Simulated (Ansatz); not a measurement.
17O NMR of the central transition in LiGaSi2O6

Cell: a COD entry (perhaps calculated rather than measured) whose atoms were relaxed with PBE, the cell held.

Space group C2/c (No. 15); a = 9.6010, b = 8.8390, c = 5.1030 Å, β = 110.70°.

```csv
site,Wyckoff,site symmetry,x,y,z
Li,4e,2,0.5000,0.7439,0.7500
Ga,4e,2,0.5000,0.3923,0.7500
Si,8f,1,0.3013,0.0910,0.7544
O9,8f,1,0.1171,0.0823,0.6416
O13,8f,1,0.3710,0.2559,0.8529
O17,8f,1,0.3602,0.0286,0.5128
```

One atom of each set is listed; the run and its k-mesh use a cell of 20 atoms with edges of 6.53, 6.53, 5.10 Å.

The numbers come from a DFT calculation in Ansatz (PBE, plane waves and PAW, scalar-relativistic, 420 eV cutoff, Γ-centred 4×4×5 k-points, Fermi–Dirac smearing 0.02 eV).

17O has I = 5/2 and Q = -25.58 mb (Pyykkö 2018); at 28.2 T its Larmor frequency is ν₀ = 162.8 MHz. Only the quadrupole interaction is simulated: positions count from each site's isotropic chemical shift, and J coupling is left out, as are shift anisotropy and dipolar coupling, which fast spinning averages.

Q: Give C_Q, η, the quadrupolar product P_Q = |C_Q|(1 + η²/3)^½, the second-order isotropic shift and the breadth of the pattern (fast magic-angle spinning) for each O site.

A: 

```csv
site,first shell,C_Q (MHz),η,P_Q (MHz),δ_QIS (ppm),breadth (kHz)
O9,"1 Si at 1.66 Å, 1 Ga at 1.93 Å, 1 Li at 2.01 Å; also 1 Ga at 2.20 Å",3.96,0.69,4.27,-4.12,1.54
O13,"1 Si at 1.61 Å, 1 Ga at 1.93 Å, 1 Li at 1.97 Å",-4.93,0.30,5.00,-5.66,2.11
O17,"2 Si at 1.62–1.63 Å, angle 136°; also 2 Li at 2.91–2.99 Å, 1 Ga at 3.31 Å",-5.06,0.34,5.15,-6.01,2.26
```

δ_QIS = −(ν_Q²/30ν₀²)[I(I+1) − 3/4](1 + η²/3) × 10⁶ ppm with ν_Q = 3|C_Q|/[2I(2I−1)]; it falls as 1/B₀² in ppm, and the breadth as 1/B₀ in kHz.

At O17 V_zz runs parallel to the line that joins its two neighbours (within 3°).

At this cell the PBE pressure is 6 GPa (principal stresses up to 11 GPa in size), so with PBE the cell would grow if it were relaxed. The database positions were far from equilibrium, so the relaxed structure may not be the compound's real one.

The relaxation (11 steps) took 4.1 min of wall time (4.1 min of CPU time) and 0.76 GiB at its peak, on 1 thread of Intel Xeon Platinum 8488C (Sapphire Rapids) (x86_64; 48 cores open to the job, memory cap 3.0 GiB, no GPU), a shared host with a load of 0.8 a core.
